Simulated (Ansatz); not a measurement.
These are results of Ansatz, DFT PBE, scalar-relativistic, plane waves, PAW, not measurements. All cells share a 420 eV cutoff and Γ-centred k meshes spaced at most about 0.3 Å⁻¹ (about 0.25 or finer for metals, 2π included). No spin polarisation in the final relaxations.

Temperature and zero-point effects are left out. All come from trial cells, and lower structures may exist.

Problem. These unrelaxed guesses for Nb3C are each relaxed within their symmetry. Order them by the energy at which they end, lowest first.
1.

```cif
data_structure
_symmetry_space_group_name_H-M 'P6_3/m'
_symmetry_Int_Tables_number 176
_cell_length_a 6.0982
_cell_length_b 6.0982
_cell_length_c 3.3984
_cell_angle_alpha 90.000
_cell_angle_beta 90.000
_cell_angle_gamma 120.000
_cell_volume 109.45
loop_
_atom_site_label
_atom_site_type_symbol
_atom_site_symmetry_multiplicity
_atom_site_Wyckoff_symbol
_atom_site_fract_x
_atom_site_fract_y
_atom_site_fract_z
_atom_site_occupancy
Nb1 Nb 6 h 0.29710 0.38290 0.25000 1
C1 C 2 d 0.66667 0.33333 0.25000 1
```

2.

```cif
data_structure
_symmetry_space_group_name_H-M 'P6_3/mmc'
_symmetry_Int_Tables_number 194
_cell_length_a 6.3009
_cell_length_b 6.3009
_cell_length_c 4.7586
_cell_angle_alpha 90.000
_cell_angle_beta 90.000
_cell_angle_gamma 120.000
_cell_volume 163.61
loop_
_atom_site_label
_atom_site_type_symbol
_atom_site_symmetry_multiplicity
_atom_site_Wyckoff_symbol
_atom_site_fract_x
_atom_site_fract_y
_atom_site_fract_z
_atom_site_occupancy
Nb1 Nb 6 h 0.35710 0.17855 0.75000 1
C1 C 2 d 0.66667 0.33333 0.25000 1
```

3.

```cif
data_structure
_symmetry_space_group_name_H-M 'Pm-3m'
_symmetry_Int_Tables_number 221
_cell_length_a 3.9686
_cell_length_b 3.9686
_cell_length_c 3.9686
_cell_angle_alpha 90.000
_cell_angle_beta 90.000
_cell_angle_gamma 90.000
_cell_volume 62.51
loop_
_atom_site_label
_atom_site_type_symbol
_atom_site_symmetry_multiplicity
_atom_site_Wyckoff_symbol
_atom_site_fract_x
_atom_site_fract_y
_atom_site_fract_z
_atom_site_occupancy
Nb1 Nb 3 c 0.50000 0.50000 0.00000 1
C1 C 1 a 0.00000 0.00000 0.00000 1
```

4.

```cif
data_structure
_symmetry_space_group_name_H-M 'Fm-3m'
_symmetry_Int_Tables_number 225
_cell_length_a 6.4616
_cell_length_b 6.4616
_cell_length_c 6.4616
_cell_angle_alpha 90.000
_cell_angle_beta 90.000
_cell_angle_gamma 90.000
_cell_volume 269.78
loop_
_atom_site_label
_atom_site_type_symbol
_atom_site_symmetry_multiplicity
_atom_site_Wyckoff_symbol
_atom_site_fract_x
_atom_site_fract_y
_atom_site_fract_z
_atom_site_occupancy
Nb1 Nb 8 c 0.25000 0.25000 0.75000 1
Nb2 Nb 4 b 0.50000 0.00000 0.00000 1
C1 C 4 a 0.00000 0.00000 0.00000 1
```

Solution. 1 (ends in P6_3/m, 0 meV/atom), 3 (ends in Pm-3m, Cu3Au (L1_2) type, 0.69 eV/atom), 2 (ends in P6_3/mmc, Ni3Sn (D0_19) type, 0.74 eV/atom), 4 (ends in Fm-3m, BiF3 (D0_3) type, 0.94 eV/atom).

Cells relaxed within their symmetry can be saddle points. Some structure types and database cells were kept out of the candidates from the start, so a known form may be missing.
